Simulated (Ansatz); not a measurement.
# Harmonic thermodynamics of Be2CoO3

These are results of DFT PBE, scalar-relativistic, plane waves, PAW (Ansatz 0.2.0), not measurements. Plane waves to 420 eV; Γ-centred k mesh 12×12×4; Gaussian smearing of 0.10 eV. Collinear spin, site moments 0.0, 0.0, 2.3, 0.0, 0.1, 0.3 μB. Phonons by linear response, acoustic sum rule imposed.

Equilibrium structure at this level:
```cif
data_structure
_symmetry_space_group_name_H-M 'P3m1'
_symmetry_Int_Tables_number 156
_cell_length_a 2.7323
_cell_length_b 2.7323
_cell_length_c 7.4796
_cell_angle_alpha 90.000
_cell_angle_beta 90.000
_cell_angle_gamma 120.000
_cell_volume 48.36
loop_
_atom_site_label
_atom_site_type_symbol
_atom_site_symmetry_multiplicity
_atom_site_Wyckoff_symbol
_atom_site_fract_x
_atom_site_fract_y
_atom_site_fract_z
_atom_site_occupancy
Be1 Be 1 a 0.00000 0.00000 0.01792 1
Be2 Be 1 c 0.66667 0.33333 0.31270 1
Co1 Co 1 b 0.33333 0.66667 0.64583 1
O1 O 1 c 0.66667 0.33333 0.09125 1
O2 O 1 b 0.33333 0.66667 0.38249 1
O3 O 1 a 0.00000 0.00000 0.79982 1
```

The structure comes from a generated guess, relaxed at this level; another structure or a mixture of phases may lie lower. In a metal, frequencies and elastic constants depend on the k mesh and the smearing, soft modes and shear constants most. The q mesh is coarse, so values between its points are rough.

Force constants from linear response on a 3×3×1 q mesh, interpolated to a fine mesh.

Phonon density of states, in bins of 20 cm⁻¹:
```
bin centre (cm⁻¹)  share of modes (%)
               10                 0.0
               30                 0.1
               50                 0.2
               70                 0.7
               90                 1.1
              110                 1.5
              130                 2.3
              150                 3.7
              170                 3.3
              190                 1.6
              210                 3.2
              230                 0.4
              250                 0.7
              270                 0.9
              290                 1.1
              310                 1.5
              330                 2.2
              350                 2.8
              370                 3.2
              390                 3.5
              410                 2.4
              430                 2.3
              450                 2.6
              470                 2.8
              490                 3.8
              510                 3.4
              530                 3.1
              550                 2.9
              570                 0.9
              590                 1.0
              610                 3.1
              630                 6.2
              650                 7.2
              670                 7.6
              690                 3.4
              710                 1.6
              730                 0.5
              750                 1.1
              770                 2.0
              790                 1.9
              810                 0.9
              830                 0.6
              850                 0.6
              870                 2.3
              890                 1.4
              910                 0.1
              930                 0.0
```

Task: What is the zero-point energy per atom?

Result: 91.6 meV.

Task: How large are the vibrational entropy and heat capacity at 300 K?

Result: S = 1.50 k_B and C_V = 1.90 k_B per atom, 63 % of the Dulong–Petit value.

Task: Tabulate them against temperature.

Result:
```tsv
T (K)	F_vib (meV/atom)	S (k_B/atom)	C_V (k_B/atom)
100	90.9	0.26	0.49
200	86.2	0.85	1.29
300	76.1	1.50	1.90
400	60.5	2.10	2.27
500	40.1	2.63	2.49
600	15.3	3.10	2.63
700	-13.2	3.51	2.72
800	-45.1	3.88	2.78
900	-80.0	4.21	2.83
1000	-117.6	4.51	2.86
```
